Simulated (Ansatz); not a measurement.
**WS2 (2H-MoS2 type, space group P6_3/mmc), scan of one atom of the cell**

WS2 (2H-MoS2 type, space group P6_3/mmc)

```xyz
6
Lattice="3.1543 0.0000 0.0000 -1.5771 2.7317 0.0000 0.0000 0.0000 12.1409" Properties=species:S:1:pos:R:3 pbc="T T T"
W      0.0000     1.8211     3.0352
W      1.5771     0.9106     9.1056
S      0.0000     1.8211     7.5310
S      1.5771     0.9106     1.4605
S      1.5771     0.9106     4.6099
S      0.0000     1.8211    10.6803
```

Scan: atom 5 (S, nearest neighbour W at 2.408 Å; its periodic images, 3.2 Å or more away, move with it) is displaced along Cartesian z, direction (0.000, 0.000, 1.000) in Cartesian axes, by s. The other atoms stay.

Method: PBE-D3(BJ) (plane waves to 420 eV, PAW, scalar-relativistic; Ansatz, a quantum-chemistry and plane-wave program). k mesh 10×10×3 (Γ-centred), Fermi-Dirac smearing 0.05 eV. Energies are smeared free energies. Stress and pressure are positive under compression. F∥ is the force on the atom along that direction. Spin-orbit coupling is left out, though W is heavy. The PAW data are Ansatz's earlier set. WS2 is run without spin polarisation. WS2 was relaxed with its symmetry unable to fall. ΔE is measured from the undisplaced structure.

```csv
s (Å),ΔE (eV/cell),F∥ (eV/Å),P (GPa)
-0.240,0.626,5.573,8.2
-0.192,0.389,4.292,6.3
-0.144,0.212,3.086,4.5
-0.096,0.091,1.967,2.8
-0.048,0.022,0.937,1.3
0.000,0.000,0.000,0.0
0.048,0.021,-0.845,-1.2
0.096,0.080,-1.601,-2.3
0.144,0.173,-2.270,-3.3
0.192,0.296,-2.857,-4.1
0.240,0.446,-3.365,-4.9
```

Summary:

```
Quantity                                                                                                                                             Value
--------------------------------------------------------  ------------------------------------------------------------------------------------------------
Energy at s = 0.240 Å                                                                                                                         446 meV/cell
Force along the line at s = -0.240 Å                                                                                                             5.57 eV/Å
Symmetry of the curve                                                                                  not even: the negative side lies higher at ±0.240 Å
Shape of the curve                                                                          a single well with its minimum at or next to zero displacement
Force constant k = d²E/ds² at s = 0 (finite differences)                                                                                        18.6 eV/Å²
Harmonic estimate at the end of the scan                  ½ks² = 535 meV/cell against the computed 446 meV/cell, so the well is softer than harmonic there
```

The 11 points together took very roughly 3 core-minutes.

(For displaced atoms, the force is minus the slope of the energy, and its curvature is a force constant, which sets phonon frequencies.)
